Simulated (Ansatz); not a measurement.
SrScHO2:
Space group P4/mmm (No. 123); a = b = 4.1130 Å, c = 3.8372 Å, α = β = γ = 90.00°

```tsv
atom	site	symmetry	x	y	z
Sr	1d	4/mmm	0.5000	0.5000	0.5000
Sc	1a	4/mmm	0.0000	0.0000	0.0000
O	2f	mmm.	0.0000	0.5000	0.0000
H	1b	4/mmm	0.0000	0.0000	0.5000
```

Relaxed at zero pressure with plane-wave PAW r²SCAN (Ansatz code).

Q: The volume is lowered by 3 % and shape and atoms relax at that volume. What pressure results, and how do the axes share the change?

A: 3.7 GPa; a -0.8 %, b -0.8 %, c -1.5 %; the energy rises by 4 meV/atom.

Q: Give the new structure.

A: 
Space group P4/mmm (No. 123); a = 4.082 Å, b = 4.082 Å, c = 3.779 Å, α = 90.00°, β = 90.00°, γ = 90.00°

| atom | site | symmetry | x | y | z |
|---|---|---|---|---|---|
| Sr | 1d | 4/mmm | 0.5000 | 0.5000 | 0.5000 |
| Sc | 1a | 4/mmm | 0.0000 | 0.0000 | 0.0000 |
| O | 2f | mmm. | 0.0000 | 0.5000 | 0.0000 |
| H | 1b | 4/mmm | 0.0000 | 0.0000 | 0.5000 |

The phase is kept; no other phase was compared at this pressure.

The start of the workflow was typed in or built on a structure type; neither database checked (COD, Materials Project) lists it. Whether it is the stable phase at ambient conditions was not checked. The r²SCAN relaxation kept the symmetry of its start; its stability against distortions is not shown here. No spin polarisation was allowed.

Potentials: the earlier of the program's two PAW sets.
